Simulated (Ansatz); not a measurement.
Values for one crystal, relaxed and computed with PBE in the plane-wave PAW code Ansatz; other levels are named.

```yaml
volume_per_atom: 9.63 Å³
electronic_character: metallic (no gap)
Density of states at the Fermi level: 0.23 states/eV per atom (mean over ±0.08 eV)
Pressure derivative B′: 3.5
Formation energy from the elements (no fitted shifts): -0.13 eV/atom
Bulk modulus (Birch–Murnaghan fit): 143 GPa
```

Which compound is it?
A. HfSi, P-6m2 (Hf on 1a, Si on 1f)
B. MgB2, P6/mmm (Mg on 1a, B on 2d)
C. Ge2Pd, P6/mmm (Pd on 1a, Ge on 2d)
D. ReS2, R3m (Re on 3a, S on 3a, S on 3a)

B, MgB2, P6/mmm (Mg on 1a, B on 2d)

Symmetry was held in the PBE relaxation. The references are the lowest solids computed at this level, not always the standard phases.

Potentials: the later of the program's two PAW sets.
